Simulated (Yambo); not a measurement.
Yambo run on NaMoO₃F (space group P2_1/m, No. 11). The wavefunctions come from this Quantum ESPRESSO step (PBEsol, PseudoDojo standard norm-conserving files, scalar-relativistic):

```
&CONTROL
  calculation = 'nscf'
  pseudo_dir = './pseudo'
  outdir = './out'
/
&SYSTEM
  ibrav = 0
  nat = 12
  ntyp = 4
  ecutwfc = 88.0
  ecutrho = 352.0
  occupations = 'fixed'
  force_symmorphic = .true.
  nbnd = 204
/
&ELECTRONS
  conv_thr = 1.2000000000000002e-08
  diago_full_acc = .true.
  diago_thr_init = 1e-08
/
ATOMIC_SPECIES
O 15.9990 O.upf
F 18.9984 F.upf
Na 22.9898 Na.upf
Mo 95.9500 Mo.upf
CELL_PARAMETERS angstrom
  6.657780000000   0.000000000000   0.000000000000
  0.000000000000   3.760760000000   0.000000000000
 -2.490331000000   0.000000000000   6.875863000000
ATOMIC_POSITIONS crystal
O   0.362130000000   0.250000000000   0.760260000000
O   0.637870000000   0.750000000000   0.239740000000
O   0.790680000000   0.250000000000   0.945220000000
O   0.209320000000   0.750000000000   0.054780000000
O   0.410680000000   0.250000000000   0.372500000000
O   0.589320000000   0.750000000000   0.627500000000
F   0.864100000000   0.250000000000   0.599660000000
F   0.135900000000   0.750000000000   0.400340000000
Na   0.911270000000   0.250000000000   0.295100000000
Na   0.088730000000   0.750000000000   0.704900000000
Mo   0.603110000000   0.250000000000   0.713980000000
Mo   0.396890000000   0.750000000000   0.286020000000
K_POINTS automatic
2 4 2 0 0 0
```

Yambo input:

```
rim_cut
gw0
dyson
el_el_corr
HF_and_locXC
ppa
em1d
RandQpts= 1000000
RandGvec= 1 Ry
EXXRLvcs= 88 Ry
VXCRLvcs= 352 Ry
Chimod= "HARTREE"
% BndsRnXp
 5 | 203 |
%
NGsBlkXp= 6 Ry
% LongDrXp
 1.0 | 1.0 | 1.0 |
%
PPAPntXp= 27.2114 eV
% GbndRnge
 1 | 203 |
%
GTermKind= "BG"
DysSolver= "n"
ExtendOut
% QPkrange
 1 | 1 | 48 | 49 |
 2 | 2 | 48 | 49 |
 6 | 6 | 48 | 49 |
 7 | 7 | 48 | 49 |
 8 | 8 | 48 | 49 |
 11 | 11 | 48 | 49 |
 12 | 12 | 48 | 49 |
%
```

k points by index: 1 = Γ, 2 = (0, 0, -0.5), 6 = (0, -0.5, -0.5), 7 = (-0.5, 0, 0), 8 = (-0.5, 0, -0.5), 11 = (-0.5, -0.5, 0), 12 = (-0.5, -0.5, -0.5).

Table of the .qp output:

```
#    K-point    Band    Eo [eV]    E [eV]    E-Eo [eV]    Vxc [eV]    Vnlxc [eV]    Sc|Eo [eV]    Sc|E [eV]    dSc/dw|Eo [eV]    Re(Z)    Im(Z)
#
    1    48    -0.142375    -0.947137    -0.804762    -19.59839    -24.92805    4.283777    4.524899    -8.151425    0.769488    -0.001611
    1    49    3.086252    4.745241    1.658989    -19.06587    -13.94787    -3.044765    -3.459010    -6.794199    0.800201    -0.001336
    2    48    -0.149603    -0.873134    -0.723531    -19.32578    -24.50668    4.240066    4.457377    -8.171115    0.769060    -0.001606
    2    49    3.083802    4.742349    1.658547    -19.07858    -13.94878    -3.056621    -3.471244    -6.802206    0.800013    -0.001341
    6    48    -0.179012    -0.892763    -0.713752    -19.91597    -25.25396    4.413582    4.624240    -8.029557    0.772150    -0.001480
    6    49    3.108022    4.759391    1.651369    -18.94467    -13.40721    -3.482896    -3.886084    -6.643307    0.803768    -0.001304
    7    48    0.000000    -0.771847    -0.771847    -19.83389    -25.09289    4.255666    4.487157    -8.159553    0.769312    -0.001577
    7    49    3.051102    4.710022    1.658920    -18.96767    -13.83009    -3.066306    -3.478661    -6.763459    0.800925    -0.001326
    8    48    -0.040348    -0.763238    -0.722890    -19.58404    -24.76414    4.240460    4.457215    -8.157488    0.769356    -0.001575
    8    49    3.067133    4.723406    1.656272    -19.05471    -13.91981    -3.065796    -3.478628    -6.782113    0.800486    -0.001336
    11    48    -0.104919    -0.787040    -0.682121    -19.50879    -24.65652    4.261885    4.465613    -8.125391    0.770055    -0.001552
    11    49    3.078727    4.728277    1.649550    -18.83836    -13.29952    -3.489047    -3.889290    -6.602060    0.804748    -0.001288
    12    48    -0.214950    -0.905289    -0.690339    -19.76061    -25.04924    4.394681    4.598288    -8.023966    0.772272    -0.001483
    12    49    3.120205    4.759706    1.639501    -18.99666    -13.50640    -3.449831    -3.850760    -6.653907    0.803516    -0.001316
```
(The two width columns are left out.) Convergence of these settings isn't established.

Spin-orbit coupling is not included.

Geometry of the Materials Project entry, not relaxed at this level.

The structure is a Materials Project entry; no match was found in the copy of COD used, and its stability was not checked.
